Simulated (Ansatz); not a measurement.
C (graphite type, space group P6_3/mmc)

```
CELL_PARAMETERS angstrom
      2.45537     0.00000     0.00000
     -1.22769     2.12641     0.00000
      0.00000     0.00000     6.67102
ATOMIC_POSITIONS crystal
  C  0.00000 0.00000 0.25000
  C  0.00000 0.00000 0.75000
  C  0.33333 0.66667 0.25000
  C  0.66667 0.33333 0.75000
```

In this cell atom 1 (C, nearest neighbour C at 1.418 Å; its periodic images, 2.5 Å or more away, move with it) is moved by u·(0.707, 0.707, 0.000) + v·(0.000, 0.000, 1.000); the rest is frozen.

All values below come from r2SCAN+rVV10 (plane waves to 500 eV, PAW, scalar-relativistic; Ansatz, a first-principles code). k mesh 12×12×4 (Γ-centred), Fermi-Dirac smearing 0.05 eV. E stands for the smeared free energy. Points where atoms come too close for the PAW data are left out (x in tables, blank in figures). With partly filled bands, energies and forces of such displacements shift with the k mesh and the smearing. C was relaxed with its symmetry unable to fall. The zero of ΔE is the undisplaced structure. Axes are in Å.

Question: Give the computed ΔE (meV/cell) at all points of the grid u = -0.470, -0.313, -0.157, 0.000, 0.157, 0.313, 0.470 by v = -0.470, -0.313, -0.157, 0.000, 0.157, 0.313, 0.470.

Answer: ΔE (meV/cell), with u across and v down:

```
v \ u   -0.470  -0.313  -0.157  0.000  0.157  0.313  0.470
------  ------  ------  ------  -----  -----  -----  -----
-0.470       x    3809    2392   1946   2318   3089   4116
-0.313       x    3465    1473    858   1373   2495   3898
-0.157       x       x     930    213    812   2186   3861
0.000        x       x     753      0    628   2093      x
0.157        x       x     930    213    812   2186   3861
0.313        x    3465    1473    858   1373   2495   3898
0.470        x    3809    2392   1946   2318   3089   4116
```

(For displaced atoms, the force is minus the slope of the energy, and its curvature is a force constant, which sets phonon frequencies.)
